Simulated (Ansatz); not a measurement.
Geometry optimisation in Ansatz: input, command and trajectory.

```yaml
crystal:
  lattice:
    - [3.4489948828, 0.0, 0.0]
    - [-1.7244974414, 2.986917186, 0.0]
    - [0.0, 0.0, 3.7239977971]
  atoms:
    - { symbol: Li, position: [0.3333333333, 0.6666666667, 0.5] }
    - { symbol: Li, position: [0.6666666667, 0.3333333333, 0.5] }
    - { symbol: Ta, position: [0.0, 0.0, 0.0] }
basis:
  ecutwfc: 420
kpoints:
  mp_grid: { grid: [6, 6, 6] }
hamiltonian:
  xc: pbe
scf:
  occupations: { method: gaussian, width: 0.1 }
  lower_state_search: "off"
output:
  forces: true
  stress: true
  eigenvalues: true
relax:
  adjacent_minimum: "off"
  f_tol: 0.04
  max_steps: 70
  cell: { stress_tol: 0.4 }
```

```bash
ansatz run input.yaml --threads 1 --pin off --max-ram 2560MiB --backend cpu --events-out ev --progress --plain --runs-dir out
```

These are results of DFT PBE, scalar-relativistic, plane waves, PAW (Ansatz 0.2.0), not measurements.

Of 11 frames 9 are shown, positions in Å and forces in eV/Å; the SCF threshold varies from step to step. Steps run on the plane waves of an earlier cell, with a Pulay correction in the pressure. The basis is chosen afresh for the last frame, the zero of the energies, and at times for earlier ones too; energy and pressure step there, also at an unchanged geometry. Here that happened at step 9 (-5 meV/atom, 0.4 GPa); the frames before carry an error of that size.

```xyz
3
Lattice="3.4490 0.0000 0.0000 -1.7245 2.9869 0.0000 0.0000 0.0000 3.7240" Properties=species:S:1:pos:R:3:forces:R:3 pbc="T T T" step=1 free_energy_over_end_meV_per_atom=258.85 pressure_GPa=13.40
Li    0.0000    1.9913    1.8620    0.0000    0.0000    0.0000
Li    1.7245    0.9956    1.8620    0.0000    0.0000    0.0000
Ta    0.0000    0.0000    0.0000    0.0000    0.0000    0.0000
3
Lattice="3.4878 0.0000 0.0000 -1.7439 3.0205 0.0000 0.0000 0.0000 3.9067" Properties=species:S:1:pos:R:3:forces:R:3 pbc="T T T" step=2 free_energy_over_end_meV_per_atom=175.29 pressure_GPa=5.60
Li    0.0000    2.0137    1.9533    0.0000    0.0000    0.0000
Li    1.7439    1.0068    1.9533    0.0000    0.0000    0.0000
Ta    0.0000    0.0000    0.0000    0.0000    0.0000    0.0000
3
Lattice="3.4807 0.0000 0.0000 -1.7404 3.0144 0.0000 0.0000 0.0000 4.0882" Properties=species:S:1:pos:R:3:forces:R:3 pbc="T T T" step=3 free_energy_over_end_meV_per_atom=124.09 pressure_GPa=1.39
Li    0.0000    2.0096    2.0441    0.0000    0.0000    0.0000
Li    1.7404    1.0048    2.0441    0.0000    0.0000    0.0000
Ta    0.0000    0.0000    0.0000    0.0000    0.0000    0.0000
3
Lattice="3.3987 0.0000 0.0000 -1.6994 2.9434 0.0000 0.0000 0.0000 4.2744" Properties=species:S:1:pos:R:3:forces:R:3 pbc="T T T" step=4 free_energy_over_end_meV_per_atom=77.63 pressure_GPa=0.56
Li    0.0000    1.9623    2.1372    0.0000    0.0000    0.0000
Li    1.6994    0.9811    2.1372    0.0000    0.0000    0.0000
Ta    0.0000    0.0000    0.0000    0.0000    0.0000    0.0000
3
Lattice="3.3010 0.0000 0.0000 -1.6505 2.8588 0.0000 0.0000 0.0000 4.4606" Properties=species:S:1:pos:R:3:forces:R:3 pbc="T T T" step=5 free_energy_over_end_meV_per_atom=38.34 pressure_GPa=0.56
Li    0.0000    1.9059    2.2303    0.0000    0.0000    0.0000
Li    1.6505    0.9529    2.2303    0.0000    0.0000    0.0000
Ta    0.0000    0.0000    0.0000    0.0000    0.0000    0.0000
3
Lattice="3.1585 0.0000 0.0000 -1.5793 2.7354 0.0000 0.0000 0.0000 4.8295" Properties=species:S:1:pos:R:3:forces:R:3 pbc="T T T" step=7 free_energy_over_end_meV_per_atom=5.52 pressure_GPa=-0.53
Li    0.0000    1.8236    2.4147    0.0000    0.0000    0.0000
Li    1.5793    0.9118    2.4147    0.0000    0.0000    0.0000
Ta    0.0000    0.0000    0.0000    0.0000    0.0000    0.0000
3
Lattice="3.1536 0.0000 0.0000 -1.5768 2.7311 0.0000 0.0000 0.0000 4.8237" Properties=species:S:1:pos:R:3:forces:R:3 pbc="T T T" step=8 free_energy_over_end_meV_per_atom=5.38 pressure_GPa=-0.18
Li    0.0000    1.8208    2.4119    0.0000    0.0000    0.0000
Li    1.5768    0.9104    2.4119    0.0000    0.0000    0.0000
Ta    0.0000    0.0000    0.0000    0.0000    0.0000    0.0000
3
Lattice="3.1536 0.0000 0.0000 -1.5768 2.7311 0.0000 0.0000 0.0000 4.8237" Properties=species:S:1:pos:R:3:forces:R:3 pbc="T T T" step=9 free_energy_over_end_meV_per_atom=0.41 pressure_GPa=0.25
Li    0.0000    1.8208    2.4119    0.0000    0.0000    0.0000
Li    1.5768    0.9104    2.4119    0.0000    0.0000    0.0000
Ta    0.0000    0.0000    0.0000    0.0000    0.0000    0.0000
3
Lattice="3.1400 0.0000 0.0000 -1.5700 2.7193 0.0000 0.0000 0.0000 4.8699" Properties=species:S:1:pos:R:3:forces:R:3 pbc="T T T" step=11 free_energy_over_end_meV_per_atom=0.00 pressure_GPa=0.07
Li    0.0000    1.8129    2.4350    0.0000    0.0000    0.0000
Li    1.5700    0.9064    2.4350    0.0000    0.0000    0.0000
Ta    0.0000    0.0000    0.0000    0.0000    0.0000    0.0000
```

The start puts this composition into another compound's structure type, which needn't suit it. At the end the space group is P6/mmm (tolerance 0.05 Å).

The run took 10 s on 1 thread of Arm Neoverse V2 (shared host), peak memory 0.3 GiB.

The k mesh is coarse. Spin–orbit coupling is left out, which can shift energies with elements as heavy as these.